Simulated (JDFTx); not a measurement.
Hf(1 1 -2 0) slab cut from bulk Hf (space group P6_3/mmc, indices of the conventional cell, lattice of the Materials Project entry mp-103, not re-optimised): 12 atoms in 6 planes, a 1x1 cell of 27.90 Å² (|a| = 5.045, |b| = 5.529 Å), 7.8 Å between the outermost planes, cell height 24.0 Å, 4×4×1 k mesh, Fermi smearing 0.01 Ha, no spin polarisation.

All numbers are PBE, GBRV ultrasoft potentials, plane waves to 20/100 Ha results from a modified build of JDFTx, not measurements. Liquid: CANDLE, water, 2 M NaF. Between zero charge and 0.89 V from it the run gives σ = 30.1 μC/cm², a mean capacitance of 33.8 μF/cm². The liquid has ε = 78.4, a 1:1 salt at 2 M with linear (Debye) response, and T = 298 K.

Worked example: the Debye length, the diffuse-layer capacitance, and the inner capacitance that is left when the two stand in series.

Each ion has density c = 2 × 6.022×10⁻⁴ = 1.204e-03 Å⁻³. λ² = ε kT / (8π (e²/4πε₀) c) with kT = 0.02568 eV and e²/4πε₀ = 14.40 eV Å gives λ = 2.15 Å; the log prints 2.15 Å. C_diffuse = ε₀ε/λ = 323 μF/cm². Then 1/C_inner = 1/33.8 − 1/323, so C_inner = 37.7 μF/cm², which equals a vacuum gap of ε₀/C_inner = 0.23 Å. The diffuse layer takes 10 % of the potential drop; the rest lies between the electrode's charge and the onset of the dielectric, with the electrode's own (quantum) capacitance in it. The split is a model: in the calculation solvent and ions share one smooth cavity.
